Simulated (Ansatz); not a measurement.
This cell of HfO$_{2}$ (tetragonal-ZrO2 type, space group P4_2/nmc) is off equilibrium:

```yaml
crystal:
  lattice:
    - [3.47180, 0.00000, 0.00000]
    - [0.00000, 3.47180, 0.00000]
    - [0.00000, 0.00000, 5.07073]
  atoms:
    - { symbol: Hf, position: [0.00000, 0.00000, 0.00000] }
    - { symbol: Hf, position: [0.50000, 0.50000, 0.50000] }
    - { symbol: O, position: [0.00000, 0.50000, 0.21466] }
    - { symbol: O, position: [0.00000, 0.50000, 0.71466] }
    - { symbol: O, position: [0.50000, 0.00000, 0.28534] }
    - { symbol: O, position: [0.50000, 0.00000, 0.78534] }
```

All values below come from PBE (plane waves to 420 eV, PAW, scalar-relativistic; Ansatz, a first-principles code). k mesh 9×9×6 (Γ-centred), Fermi-Dirac smearing 0.05 eV. E stands for the smeared free energy. Stress and pressure are positive under compression. HfO2 is run without spin polarisation. HfO2 was relaxed with its symmetry unable to fall. Spin-orbit coupling is left out, though Hf is heavy. The PAW data are Ansatz's earlier set. This is a high-temperature form of HfO2.

**Question.** Give the stress tensor in GPa and the pressure.

**Answer.** 
```
   30.5      0.0      0.0
    0.0     30.5      0.0
    0.0      0.0     21.0
```
The pressure, a third of the trace, is 27.3 GPa.

**Question.** It is the relaxed cell scaled evenly to V/V₀ = 0.893, atoms relaxed where free. What is its energy relative to the relaxed cell?

**Answer.** 93.1 meV/atom.

(A scan under strain: stresses follow from slopes of the energy per volume, elastic moduli from its curvatures.)
